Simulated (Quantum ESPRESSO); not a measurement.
## Zn2GaS3F (finding a planted mistake in a log)

Simulated, not a measurement. The program is pw.x of Quantum ESPRESSO 7.5 (plane-wave density functional theory). The cell is made up: 7 atoms on a wurtzite lattice with one site empty, with randomly drawn elements, strain and displacements, not relaxed. PseudoDojo standard norm-conserving files (v0.5 for PBE, v0.4.1 for LDA and PBEsol) set the functional; there is no spin polarisation, spin-orbit coupling or dispersion term, and the masses in the input are unused placeholders.

Intended input:

```
&control calculation='scf', pseudo_dir='./dojo.nc.sr.pbe.v0_5.standard.upf', outdir='./o', disk_io='medium', tprnfor=.true., tstress=.true. /
&system ibrav=0, nat=7, ntyp=4, nbnd=45, ecutwfc=84.00895049, nosym=.true., tot_charge=0,
 occupations='smearing', smearing='fd', degauss=0.0018374661
/
&electrons conv_thr=7.350e-09, electron_maxstep=60, /
ATOMIC_SPECIES
F 1.0 F.upf
Ga 1.0 Ga.upf
S 1.0 S.upf
Zn 1.0 Zn.upf
CELL_PARAMETERS angstrom
3.7465 0.0 0.0
0.0 6.4891 0.0
0.0 0.0 6.118
ATOMIC_POSITIONS angstrom
Zn 1.9283 3.2845 0.0715
Ga 1.9942 1.1082 3.0113
Zn -0.0198 4.2868 3.0154
S 0.0973 0.1013 2.3895
S 1.8609 3.1919 2.1608
F 1.7748 1.0362 5.5058
S -0.0432 4.331 5.3464
K_POINTS automatic
5 4 4 1 1 1
```

The log is shortened where brackets say so; the opening notice, blank lines, dates and the lines on written files are dropped, and the path of the files is cut. It prints rydbergs, bohrs and kilobars, and counts compression as positive stress. Where no state is partly filled, the Fermi energy that it prints is only some level between the filled and the empty states on the mesh, and need not lie in the true gap.

Log of the intended run:

```
     Program PWSCF v.7.5
     Parallel version (MPI & OpenMP), running on       1 processor cores
     Number of MPI processes:                 1
     Threads/MPI process:                     1
     [start-up lines left out]
     bravais-lattice index     =            0
     lattice parameter (alat)  =       7.0799  a.u.
     unit-cell volume          =    1003.7286 (a.u.)^3
     number of atoms/cell      =            7
     number of atomic types    =            4
     number of electrons       =        78.00
     number of Kohn-Sham states=           45
     kinetic-energy cutoff     =      84.0090  Ry
     charge density cutoff     =     336.0358  Ry
     scf convergence threshold =      7.3E-09
     mixing beta               =       0.7000
     number of iterations used =            8  plain     mixing
     Exchange-correlation= PBE
                           (   1   4   3   4   0   0   0)
     [axes and pseudopotential details left out]
   Cartesian axes
     site n.     atom                  positions (alat units)
         1        Zn     tau(   1) = (   0.5146937   0.8766849   0.0190845  )
         2        Ga     tau(   2) = (   0.5322835   0.2957961   0.8037635  )
         3        Zn     tau(   3) = (  -0.0052849   1.1442146   0.8048579  )
         4        S      tau(   4) = (   0.0259709   0.0270386   0.6377953  )
         5        S      tau(   5) = (   0.4967036   0.8519685   0.5767516  )
         6        F      tau(   6) = (   0.4737221   0.2765781   1.4695849  )
         7        S      tau(   7) = (  -0.0115308   1.1560123   1.4270386  )
     number of k points=    40  Fermi-Dirac smearing, width (Ry)=  0.0018
                       cart. coord. in units 2pi/alat
        k(    1) = (   0.1000000   0.0721691   0.0765467), wk =   0.0500000
        k(    2) = (   0.1000000   0.0721691   0.2296400), wk =   0.0500000
     [further k points left out]
     Dense  grid:   104445 G-vectors     FFT dimensions: (  45,  72,  72)
     Estimated max dynamical RAM per process >     144.25 MB
     Initial potential from superposition of free atoms
     starting charge      77.9970, renormalised to      78.0000
     Starting wfcs are   45 randomized atomic wfcs
     total cpu time spent up to now is       11.2 secs
     per-process dynamical memory:   105.2 Mb
     Self-consistent Calculation
     iteration #  1     ecut=    84.01 Ry     beta= 0.70
     Davidson diagonalization with overlap
     ethr =  1.00E-02,  avg # of iterations =  5.0
     Threshold (ethr) on eigenvalues was too large:
     Diagonalizing with lowered threshold
     Davidson diagonalization with overlap
     ethr =  9.15E-04,  avg # of iterations =  1.1
     total cpu time spent up to now is       95.1 secs
     total energy              =   -1104.37081014 Ry
     estimated scf accuracy    <       0.69737378 Ry
     iteration #  2     ecut=    84.01 Ry     beta= 0.70
     Davidson diagonalization with overlap
     ethr =  8.94E-04,  avg # of iterations =  4.0
     total cpu time spent up to now is      139.9 secs
     total energy              =   -1104.02323721 Ry
     estimated scf accuracy    <       2.70611105 Ry
     [iterations 3 to 10 left out]
     iteration # 11     ecut=    84.01 Ry     beta= 0.70
     Davidson diagonalization with overlap
     ethr =  2.05E-10,  avg # of iterations =  2.0
     total cpu time spent up to now is      413.0 secs
     total energy              =   -1104.68265154 Ry
     estimated scf accuracy    <       0.00000004 Ry
     iteration # 12     ecut=    84.01 Ry     beta= 0.70
     Davidson diagonalization with overlap
     ethr =  5.26E-11,  avg # of iterations =  2.1
     total cpu time spent up to now is      447.2 secs
     End of self-consistent calculation
     [lines on levels left out]
     the Fermi energy is     5.7985 ev
!    total energy              =   -1104.68265155 Ry
     estimated scf accuracy    <          3.7E-09 Ry
     smearing contrib. (-TS)   =      -0.00000000 Ry
     internal energy E=F+TS    =   -1104.68265155 Ry
     The total energy is F=E-TS. E is the sum of the following terms:
     one-electron contribution =    -941.83637362 Ry
     hartree contribution      =     494.56716120 Ry
     xc contribution           =    -161.65238178 Ry
     ewald contribution        =    -495.76105735 Ry
     convergence has been achieved in  12 iterations
     Forces acting on atoms (cartesian axes, Ry/au):
     atom    1 type  4   force =    -0.02384363   -0.02732965   -0.12529052
     atom    2 type  2   force =    -0.01676399    0.00366749    0.08455887
     atom    3 type  4   force =     0.00131158    0.00674294    0.04476622
     atom    4 type  3   force =     0.00489955   -0.02983337   -0.02449351
     atom    5 type  3   force =    -0.00130512    0.00882670    0.09034289
     atom    6 type  1   force =     0.01077704    0.04699920   -0.05920369
     atom    7 type  3   force =     0.02492458   -0.00907332   -0.01068026
     Total force =     0.207153     Total SCF correction =     0.000316
     Computing stress (Cartesian axis) and pressure
          total   stress  (Ry/bohr**3)                   (kbar)     P=       11.22
   0.00018753   0.00003245  -0.00003286           27.59        4.77       -4.83
   0.00003245   0.00001811  -0.00002677            4.77        2.66       -3.94
  -0.00003286  -0.00002677   0.00002320           -4.83       -3.94        3.41
     init_run     :      9.28s CPU     11.14s WALL (       1 calls)
     electrons    :    402.99s CPU    435.99s WALL (       1 calls)
     forces       :      3.95s CPU      4.01s WALL (       1 calls)
     stress       :     13.53s CPU     13.61s WALL (       1 calls)
     [timing details left out]
     PWSCF        :   7m 9.96s CPU   7m46.64s WALL
     JOB DONE.
```

A second run was made from an input with one planted mistake. Its log:

```
     Program PWSCF v.7.5
     Parallel version (MPI & OpenMP), running on       1 processor cores
     Number of MPI processes:                 1
     Threads/MPI process:                     1
     [start-up lines left out]
     bravais-lattice index     =            0
     lattice parameter (alat)  =       7.0799  a.u.
     unit-cell volume          =    1003.7286 (a.u.)^3
     number of atoms/cell      =            7
     number of atomic types    =            4
     number of electrons       =        78.00
     number of Kohn-Sham states=           45
     kinetic-energy cutoff     =      84.0090  Ry
     charge density cutoff     =     336.0358  Ry
     scf convergence threshold =      7.3E-09
     mixing beta               =       0.7000
     number of iterations used =            8  plain     mixing
     Exchange-correlation= PBE
                           (   1   4   3   4   0   0   0)
     [axes and pseudopotential details left out]
   Cartesian axes
     site n.     atom                  positions (alat units)
         1        Zn     tau(   1) = (   0.5146937   0.8766849   0.0190845  )
         2        Ga     tau(   2) = (   0.5322835   0.2957961   0.8037635  )
         3        Zn     tau(   3) = (  -0.0052849   1.1442146   0.8048579  )
         4        S      tau(   4) = (   0.0259709   0.0270386   0.6377953  )
         5        S      tau(   5) = (   0.4967036   0.8519685   0.5767516  )
         6        F      tau(   6) = (   0.4737221   0.2765781   1.4695849  )
         7        S      tau(   7) = (  -0.0115308   1.1560123   1.4270386  )
     number of k points=     4  Fermi-Dirac smearing, width (Ry)=  0.0018
                       cart. coord. in units 2pi/alat
        k(    1) = (   0.2500000   0.1443382   0.1530933), wk =   0.5000000
        k(    2) = (   0.2500000   0.1443382  -0.1530933), wk =   0.5000000
     [further k points left out]
     Dense  grid:   104445 G-vectors     FFT dimensions: (  45,  72,  72)
     Estimated max dynamical RAM per process >     144.25 MB
     Initial potential from superposition of free atoms
     starting charge      77.9970, renormalised to      78.0000
     Starting wfcs are   45 randomized atomic wfcs
     total cpu time spent up to now is        3.2 secs
     per-process dynamical memory:   103.2 Mb
     Self-consistent Calculation
     iteration #  1     ecut=    84.01 Ry     beta= 0.70
     Davidson diagonalization with overlap
     ethr =  1.00E-02,  avg # of iterations =  4.2
     Threshold (ethr) on eigenvalues was too large:
     Diagonalizing with lowered threshold
     Davidson diagonalization with overlap
     ethr =  8.85E-04,  avg # of iterations =  1.0
     total cpu time spent up to now is        9.2 secs
     total energy              =   -1104.42720876 Ry
     estimated scf accuracy    <       0.67470875 Ry
     iteration #  2     ecut=    84.01 Ry     beta= 0.70
     Davidson diagonalization with overlap
     ethr =  8.65E-04,  avg # of iterations =  3.5
     total cpu time spent up to now is       11.7 secs
     total energy              =   -1104.17778878 Ry
     estimated scf accuracy    <       2.29417481 Ry
     [iterations 3 to 10 left out]
     iteration # 11     ecut=    84.01 Ry     beta= 0.70
     Davidson diagonalization with overlap
     ethr =  1.18E-10,  avg # of iterations =  2.0
     total cpu time spent up to now is       34.2 secs
     total energy              =   -1104.72944606 Ry
     estimated scf accuracy    <       0.00000002 Ry
     iteration # 12     ecut=    84.01 Ry     beta= 0.70
     Davidson diagonalization with overlap
     ethr =  2.86E-11,  avg # of iterations =  2.0
     total cpu time spent up to now is       36.7 secs
     End of self-consistent calculation
     [lines on levels left out]
     the Fermi energy is     6.1165 ev
!    total energy              =   -1104.72944607 Ry
     estimated scf accuracy    <          1.3E-09 Ry
     smearing contrib. (-TS)   =       0.00000000 Ry
     internal energy E=F+TS    =   -1104.72944607 Ry
     The total energy is F=E-TS. E is the sum of the following terms:
     one-electron contribution =    -941.89798557 Ry
     hartree contribution      =     494.56029248 Ry
     xc contribution           =    -161.63069563 Ry
     ewald contribution        =    -495.76105735 Ry
     convergence has been achieved in  12 iterations
     Forces acting on atoms (cartesian axes, Ry/au):
     atom    1 type  4   force =    -0.02374709   -0.02486764   -0.12797561
     atom    2 type  2   force =    -0.01663177    0.00154982    0.08386106
     atom    3 type  4   force =     0.00139299    0.00266488    0.04184084
     atom    4 type  3   force =     0.00452239   -0.02974157   -0.02302331
     atom    5 type  3   force =    -0.00108980    0.01232858    0.09246998
     atom    6 type  1   force =     0.01074168    0.04750027   -0.05901388
     atom    7 type  3   force =     0.02481159   -0.00943433   -0.00815909
     Total force =     0.208317     Total SCF correction =     0.000189
     Computing stress (Cartesian axis) and pressure
          total   stress  (Ry/bohr**3)                   (kbar)     P=        3.29
  -0.00002398   0.00003256  -0.00003300           -3.53        4.79       -4.85
   0.00003256   0.00005703  -0.00003231            4.79        8.39       -4.75
  -0.00003300  -0.00003231   0.00003410           -4.85       -4.75        5.02
     init_run     :      1.86s CPU      3.16s WALL (       1 calls)
     electrons    :     28.68s CPU     33.44s WALL (       1 calls)
     forces       :      0.78s CPU      0.80s WALL (       1 calls)
     stress       :      2.54s CPU      2.58s WALL (       1 calls)
     [timing details left out]
     PWSCF        :     33.94s CPU     40.21s WALL
     JOB DONE.
```

Question: what was wrong in the second input?

Answer: the k-point mesh is too coarse. The input lines that differ, file-writing options aside:

```
- 5 4 4 1 1 1
+ 2 2 2 1 1 1
```

|  | intended run | run with the mistake |
| --- | --- | --- |
| free energy (eV) | -15029.973 | -15030.610 |
| smearing term -TS (eV) | 0.0000 | 0.0000 |
| pressure (GPa) | 1.12 | 0.33 |
| largest force component (eV/Å) | 3.221 | 3.290 |
| largest change of a force component (eV/Å) |  | 0.105 |
| iterations | 12 | 12 |

For scale, a rerun of the intended cell at 1437 eV and a 7 x 6 x 6 mesh moved values by no more than 0.007 eV in energy, 0.06 GPa in stress and 0.002 eV/Å in force.